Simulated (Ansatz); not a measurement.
A plane-wave DFT run in Ansatz 0.2.0 (scalar-relativistic PAW potentials unless the input names others): input and command.

```yaml
crystal:
  lattice:
    - [9.0419369623, 0.0, 0.0]
    - [-4.5209684812, 7.8305471088, 0.0]
    - [0.0, 0.0, 3.9513088103]
  atoms:
    - { symbol: Ca, position: [0.7966665591, 0.5933331183, 0.25] }
    - { symbol: Ca, position: [0.2033334409, 0.7966665591, 0.75] }
    - { symbol: Ca, position: [0.4066668817, 0.2033334409, 0.25] }
    - { symbol: Ca, position: [0.2033334409, 0.4066668817, 0.75] }
    - { symbol: Ca, position: [0.7966665591, 0.2033334409, 0.25] }
    - { symbol: Ca, position: [0.5933331183, 0.7966665591, 0.75] }
    - { symbol: Ni, position: [0.3333333333, 0.6666666667, 0.25] }
    - { symbol: Ni, position: [0.6666666667, 0.3333333333, 0.75] }
basis:
  ecutwfc: 420
kpoints:
  mp_grid: { grid: [6, 6, 10] }
hamiltonian:
  xc: pbe
scf:
  occupations: { method: gaussian, width: 0.1 }
  n_extra_bands: 2
output:
  forces: true
  eigenvalues: true
  stress: true
```

```bash
ansatz run input.yaml --threads 1 --pin off --max-ram 2560MiB --backend cpu --events-out ev --progress --plain --runs-dir out
```

Abridged log:
```
Basis set: ecut = 420 eV, 5449 PW (Γ), exchange–correlation on 128×128×54 points (8 copies of the dense FFT grid, shifted against one another)
Bands: 50, of which v1, the nominal top of the filled ones, is band 48 counted from 1 (47 counted from 0)
Symmetry: 24 space group operations
k-points: 42 of 360
SCF iter   1: F=—  HF=-22579.386624 eV  |F-HF|=—  |Δ(HF+E_count)|=         —  Δρ=2.92e-3  dr2=8.25e-2  ethr=1.77e-3  ⟨swp⟩=6.6  Hψ=8567  notcnv=0
SCF iter   2: F=—  HF=-22579.398706 eV  |F-HF|=—  |Δ(HF+E_count)|=   1.21e-2  Δρ=1.11e-2  dr2=2.60e-1  ethr=8.59e-5  ⟨swp⟩=3.0  Hψ=5387  notcnv=0
SCF iter   3: F=—  HF=-22579.394155 eV  |F-HF|=—  |Δ(HF+E_count)|=   4.55e-3  Δρ=8.81e-3  dr2=1.73e-1  ethr=8.59e-5  ⟨swp⟩=2.1  Hψ=4116  notcnv=0
SCF iter   4: F=—  HF=-22579.384595 eV  |F-HF|=—  |Δ(HF+E_count)|=   9.56e-3  Δρ=4.75e-3  dr2=5.48e-2  ethr=8.59e-5  ⟨swp⟩=1.5  Hψ=2581  notcnv=0
SCF iter   5: F=—  HF=-22579.380353 eV  |F-HF|=—  |Δ(HF+E_count)|=   4.24e-3  Δρ=1.07e-3  dr2=2.89e-3  ethr=5.71e-5  ⟨swp⟩=1.9  Hψ=2596  notcnv=0
SCF iter   6: F=—  HF=-22579.380162 eV  |F-HF|=—  |Δ(HF+E_count)|=   1.91e-4  Δρ=3.51e-4  dr2=3.74e-4  ethr=3.01e-6  ⟨swp⟩=2.0  Hψ=2846  notcnv=0
SCF iter   7: F=—  HF=-22579.380159 eV  |F-HF|=—  |Δ(HF+E_count)|=   3.07e-6  Δρ=1.18e-4  dr2=4.05e-5  ethr=3.90e-7  ⟨swp⟩=2.0  Hψ=2608  notcnv=0
SCF iter   8: F=—  HF=-22579.380490 eV  |F-HF|=—  |Δ(HF+E_count)|=   3.31e-4  Δρ=4.56e-5  dr2=6.59e-6  ethr=4.22e-8  ⟨swp⟩=1.9  Hψ=2344  notcnv=0
SCF iter   9: F=—  HF=-22579.380490 eV  |F-HF|=—  |Δ(HF+E_count)|=   5.98e-8  Δρ=1.11e-5  dr2=5.84e-7  ethr=6.87e-9  ⟨swp⟩=2.0  Hψ=2701  notcnv=0
SCF iter  10: F=-22579.380490 eV  HF=-22579.380490 eV  |F-HF|=9.71e-9  |Δ(HF+E_count)|=   4.55e-9  Δρ=2.39e-6  dr2=3.90e-8  ethr=1.04e-10  ⟨swp⟩=3.3  Hψ=8911  notcnv=0
SCF 1 converged in 10 iterations: F = -22579.380490 eV  dr2 = 3.90e-8
SCF converged after 10 iterations
Free energy (F): -22579.380490 eV
Harris-Foulkes:  -22579.380490 eV  (|F-HF|=9.71e-9)
Internal energy: -22579.347901 eV  (E = F + TS)
E sigma→0 (E₀):  -22579.364196 eV
Entropy (-TS):   -0.032589 eV (-4.074 meV/atom)
Fermi energy:    5.617404 eV
--- Forces (eV/Å), atoms counted from 1 ---
  atom   1  Ca     0.00000000    -0.00025711     0.00000000
  atom   2  Ca     0.00022266    -0.00012856     0.00000000
  atom   3  Ca     0.00022266     0.00012856     0.00000000
  atom   4  Ca     0.00000000     0.00025711     0.00000000
  atom   5  Ca    -0.00022266     0.00012856     0.00000000
  atom   6  Ca    -0.00022266    -0.00012856     0.00000000
  atom   7  Ni     0.00000000     0.00000000     0.00000000
  atom   8  Ni     0.00000000     0.00000000     0.00000000
--- Stress (GPa, compression-positive) ---
       -0.001347       0.000000       0.000000
        0.000000      -0.001347       0.000000
        0.000000       0.000000       0.002988
  P = ⅓ Tr σ = 0.0001 GPa (0.001 kbar)
```

Apart from outputs and the relaxation, which only the reference makes, the input differs from a reference run on usual settings in scf.n_extra_bands: not typed → 2. The reference, at the same geometry, ended its own course with pressure 0.00 GPa, largest force 0.000 eV/Å, no gap on the mesh. This run converged in 10 SCF iterations with an energy at zero smearing within 0.01 meV/atom of the reference's, pressure 0.00 GPa, largest force 0.000 eV/Å, no gap on the mesh.

Time: 49 s on 1 thread of Intel(R) Xeon(R) Platinum 8259CL CPU @ 2.50GHz (Skylake/Cascade Lake), on a shared host, peak memory 0.8 GiB.